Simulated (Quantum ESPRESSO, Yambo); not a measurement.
**Levels of theory for the gap of CsNbN2**

CsNbN$_{2}$ (space group Fd-3m, No. 227): one geometry, one set of PBEsol (Quantum ESPRESSO, PseudoDojo norm-conserving, 84 Ry, no spin-orbit coupling) orbitals, self-energies from Yambo (2×2×2 Γ-centred k mesh, bands 3 to 330 and a 8 Ry block in the screening, 330 bands in G with the Bruneval-Gonze terminator, plasmon pole fitted at 27.2 eV).

The geometry is that of Materials Project entry mp-8978, symmetrised and not relaxed again.

```
level                                                        gap L → Γ (eV)  direct gap at Γ (eV)                   rough Yambo cost
-----------------------------------------------------------  --------------  --------------------  ---------------------------------
PBEsol (Quantum ESPRESSO)                                              1.60                  1.61                                  –
exchange only (Hartree-Fock self-energy on PBEsol orbitals)            9.87                  9.88              about 1/40 (6 states)
static COHSEX@PBEsol                                                   3.07                  3.14  within a factor of two (3 states)
G0W0@PBEsol, plasmon pole                                              2.42                  2.45                       1 (6 states)
G0W0@PBEsol, multipole fit to 8 frequencies, no terminator             2.45                  2.46  within a factor of two (3 states)
```

Bare exchange has no screening and gives the widest gap; static COHSEX screens it but leaves out the frequency dependence, which G0W0 restores.

Costs are rough ratios of core time on shared machines.

Nearest settings tried, and what they do to the gap: 121 bands in W, 121 bands in G: +96 meV; 2 Ry block (65 vectors against 531): +18 meV. Not varied: mesh. So the settings aren't converged at that level. The k mesh is coarse.

Spin-orbit splittings are left out.

The structure is a Materials Project entry; no match was found in the copy of COD used, and its stability was not checked.
